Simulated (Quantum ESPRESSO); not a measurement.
# Computed records: Si (made-up cell, one site empty)

Computed with Quantum ESPRESSO 7.5. Calculation on a made-up crystal cell, not a measurement: periodic Kohn-Sham density functional theory in plane waves with PseudoDojo standard norm-conserving scalar-relativistic pseudopotentials, each functional with its own files (v0.5 for PBE, v0.4.1 for LDA and PBEsol), no spin polarisation, no spin-orbit coupling, atoms not relaxed, stress positive in tension, energies less a fixed whole-eV offset for each atom's element; levels are Kohn-Sham levels at fractions of this cell's reciprocal vectors, counted from the reference band (half the neutral cell's valence electrons, rounded up) at Gamma; error bars cover cutoff and k-mesh only, not smearing or the files; added strain carries the atoms with the cell, and shear is the tensor component; each bar is the largest change over components, and at least 0.002 eV, 0.002 eV per angstrom or 0.02 GPa; energies are for the whole cell, and the offsets were chosen from early runs and are not element reference energies.

Entry: Si (made-up cell, one site empty)

```
CELL_PARAMETERS angstrom
5.54260 0.00240 -0.00270
0.00240 5.57980 0.03040
-0.00270 0.03040 5.53460
ATOMIC_POSITIONS crystal
Si 0.00164 0.99654 0.02282
Si 0.01225 0.49521 0.51566
Si 0.53841 0.49906 0.96803
Si 0.26547 0.25704 0.22739
Si 0.23941 0.72059 0.76225
Si 0.74183 0.22939 0.75549
Si 0.74725 0.75325 0.22766
```

| Property | Result |
| --- | --- |
| lattice type | zincblende/diamond |
| empty site | 3 |
| functional | pbe |
| cutoff | 490 eV |
| fermi dirac smearing | 0.1 eV |
| scf tolerance | 1e-07 eV |
| electrons removed | 0 |
| k mesh | 6 x 6 x 6, shifted by half a step |
| free energy less offsets | 2.867 eV |
| smearing term minus ts | -0.08358 eV |
| scf iterations | 11 |
| pressure | -3.568 GPa |
| stress xx | 4.385 GPa |
| stress yy | 3.505 GPa |
| stress zz | 2.816 GPa |
| stress yz | -1.678 GPa |
| stress xz | -0.1712 GPa |
| stress xy | -1.767 GPa |
| fermi level | -0.4771 eV |
| reference band | 14 |
| error bar energy | 0.006729 eV |
| error bar stress | 0.02 GPa |
| error bar force | 0.005038 eV/Å |
| error bar next band up | 0.002 eV |
| error bar fermi level | 0.004303 eV |
| error bars from | tighter rerun of a related cell |

Atoms:
```csv
atoms element,atom site,atom energy offset (eV)
Si,1,-115
Si,2,-115
Si,4,-115
Si,5,-115
Si,6,-115
Si,7,-115
Si,8,-115
```

Forces:
```csv
site,x (eV/Å),y (eV/Å),z (eV/Å)
1,0.6997,0.3057,-1.342
2,-1.115,-0.8522,-1.583
4,-1.373,0.372,1.058
5,0.05766,0.5895,0.5567
6,0.3146,1.108,0.8849
7,1.285,-0.7425,-1.281
8,0.1306,-0.7808,1.705
```

Levels:
```csv
level k point,next band up (eV)
Gamma,0.1094
"(1/2,1/2,1/2)",0.4197
"(0.15,0,0)",0.1386
"(0,0.15,0)",0.08009
"(0,0,0.15)",0.1905
```
